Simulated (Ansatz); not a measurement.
All numbers below come from DFT PBE, scalar-relativistic, plane waves, PAW (Ansatz 0.2.0). All cells share a 420 eV cutoff and Γ-centred k meshes spaced at most about 0.3 Å⁻¹ (about 0.25 or finer for metals, 2π included). Collinear spin in cells that started with moments and kept them past the coarse steps, no spin elsewhere.

Formation energies are uncorrected and refer to the elements' standard structures at the same level (N₂ as a molecule).

A relaxed structure of TiAlC4N4 has 21.00 Å³/atom, +0.13 eV/atom against the elements, no gap on its mesh, a net moment of 0.30 μB/atom:

```cif
data_structure
_symmetry_space_group_name_H-M 'P-43m'
_symmetry_Int_Tables_number 215
_cell_length_a 5.9443
_cell_length_b 5.9443
_cell_length_c 5.9443
_cell_angle_alpha 90.000
_cell_angle_beta 90.000
_cell_angle_gamma 90.000
_cell_volume 210.04
loop_
_atom_site_label
_atom_site_type_symbol
_atom_site_symmetry_multiplicity
_atom_site_Wyckoff_symbol
_atom_site_fract_x
_atom_site_fract_y
_atom_site_fract_z
_atom_site_occupancy
Ti1 Ti 1 a 0.00000 0.00000 0.00000 1
Al1 Al 1 b 0.50000 0.50000 0.50000 1
C1 C 4 e 0.20639 0.20639 0.20639 1
N1 N 4 e 0.32134 0.32134 0.32134 1
```

Question: Cd takes the place of Al on the same sites, and the cell is relaxed. What changes?

Answer: TiCdC4N4 has a = 6.361 Å: 25.73 Å³/atom, +0.315 eV/atom against the elements, a gap of 0.91 eV on its mesh, a net moment of 0.20 μB/atom. The volume per atom changes by +22.5 % and the formation energy by +0.19 eV/atom (from unrounded values). The gap opens. Covalent radii: Al 1.21 Å, Cd 1.44 Å; electronegativities 1.61 and 1.69. The cell follows the size of the atom. Ti has 4 C at 2.15 Å; Cd has 4 N at 2.19 Å; C has 1 N at 1.17 Å and 1 Ti at 2.15 Å; around N lie 1 C at 1.17 Å and 1 Cd at 2.19 Å.

```
Ti Cd C N
1.0
     6.36070    0.00000    0.00000
     0.00000    6.36070    0.00000
     0.00000    0.00000    6.36070
Ti Cd C N
1 1 4 4
Direct
  0.00000 0.00000 0.00000
  0.50000 0.50000 0.50000
  0.19538 0.19538 0.19538
  0.19538 0.80462 0.80462
  0.80462 0.19538 0.80462
  0.80462 0.80462 0.19538
  0.30162 0.30162 0.30162
  0.30162 0.69838 0.69838
  0.69838 0.30162 0.69838
  0.69838 0.69838 0.30162
```

The two cells were relaxed from separate starts that ended on the same group and sites; neither need be the stable form of its compound. Kohn–Sham gaps at this level usually fall short of measured ones. In such compounds of Ti a zero gap at this level may well be an artefact, since no Hubbard U is applied. The reference form of C is held partly by dispersion forces, which this level lacks. Another magnetic order may lie lower. Cells relaxed within their symmetry can be saddle points.
